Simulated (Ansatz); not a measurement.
Cu:
```cif
data_Cu2
_chemical_formula_sum 'Cu2'
_space_group_name_H-M_alt 'I4/mmm'
_space_group_IT_number 139
_space_group_name_Hall '-I 4 2'
_cell_length_a 2.86642
_cell_length_b 2.86642
_cell_length_c 2.66179
_cell_angle_alpha 90.000
_cell_angle_beta 90.000
_cell_angle_gamma 90.000
loop_
_atom_site_label
_atom_site_type_symbol
_atom_site_symmetry_multiplicity
_atom_site_Wyckoff_symbol
_atom_site_fract_x
_atom_site_fract_y
_atom_site_fract_z
_atom_site_occupancy
Cu1 Cu 2 a 0.00000 0.00000 0.00000 1
```
(The calculation used a cell of 1 atom; values per cell refer to that cell.)

Relaxed at zero pressure with plane-wave PAW LDA (Ansatz code).

### Question
The volume is raised by 6 % and shape and atoms relax at that volume. What pressure results, and how do the axes share the change?

### Answer
-9.3 GPa; a 2.4 %, b 2.4 %, c 1.1 %; the energy rises by 20 meV/atom.

### Question
Give the new structure.

### Answer

Space group I4/mmm (No. 139); a = 2.935 Å, b = 2.935 Å, c = 2.691 Å, α = 90.00°, β = 90.00°, γ = 90.00°

```csv
atom,site,symmetry,x,y,z
Cu,2a,4/mmm,0.0000,0.0000,0.0000
```

The phase is kept; no other phase was compared at this pressure.

The workflow started from a Materials Project entry (that database holds measured and hypothetical structures alike); the Crystallography Open Database copy checked does not list it. It is not the phase usual at ambient conditions (space group No. 225). The LDA relaxation kept the symmetry of its start. At this level the phase is mechanically unstable. No spin polarisation was allowed. Axis ratios of metals converge slowly with the k-mesh, so a and c are less sure than the volume.

Potentials: the later of the program's two PAW sets.
